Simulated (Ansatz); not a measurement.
BP (zinc blende)

Space group F-43m (No. 216); a = b = c = 4.5485 Å, α = β = γ = 90.00°

| atom | site | symmetry | x | y | z |
|---|---|---|---|---|---|
| P | 4c | -43m | 0.2500 | 0.2500 | 0.2500 |
| B | 4a | -43m | 0.0000 | 0.0000 | 0.0000 |
(The calculation used a cell of 2 atoms; values per cell refer to that cell.)

Grid over V/V₀ and (c/a)/(c/a)₀, subscript 0 meaning the relaxed cell; the conventional c axis lies along z; no internal relaxation.

Level of theory: PBE (plane waves to 420 eV, PAW, scalar-relativistic; Ansatz, a quantum-chemistry and plane-wave program). k mesh 12×12×12 (Γ-centred), Fermi-Dirac smearing 0.05 eV. The energy includes the smearing's −TS. Stress and pressure are positive under compression. BP was relaxed with its symmetry unable to fall. ΔE is measured from the relaxed starting cell.

ΔE (eV/atom), with V/V₀ across and (c/a)/(c/a)₀ down:

```tsv
(c/a)/(c/a)₀ \ V/V₀	0.960	0.980	1.000	1.020	1.040
0.920	0.0515	0.0440	0.0418	0.0443	0.0511
0.960	0.0205	0.0129	0.0105	0.0128	0.0195
1.000	0.0101	0.0025	0.0000	0.0023	0.0089
1.040	0.0204	0.0128	0.0104	0.0127	0.0194
1.080	0.0511	0.0436	0.0412	0.0436	0.0503
```

P (GPa), with V/V₀ across and (c/a)/(c/a)₀ down:

```
(c/a)/(c/a)₀ \ V/V₀  0.960  0.980  1.000  1.020  1.040
-------------------  -----  -----  -----  -----  -----
0.920                  6.9    3.2   -0.1   -3.2   -6.0
0.960                  7.1    3.4    0.0   -3.1   -5.9
1.000                  7.1    3.4    0.0   -3.1   -5.9
1.040                  7.1    3.4    0.0   -3.1   -5.9
1.080                  7.0    3.3   -0.1   -3.1   -5.9
```

Derived quantities:

Shear modulus C′ = (C11 − C12)/2 (fit, atoms clamped): 133 GPa
Lowest place on the grid: V/V₀ = 1.000, (c/a)/(c/a)₀ = 1.000 (0.0 meV/atom)
Highest place on the grid: V/V₀ = 0.960, (c/a)/(c/a)₀ = 0.920 (51.5 meV/atom)

(A scan under strain: stresses follow from slopes of the energy per volume, elastic moduli from its curvatures.)
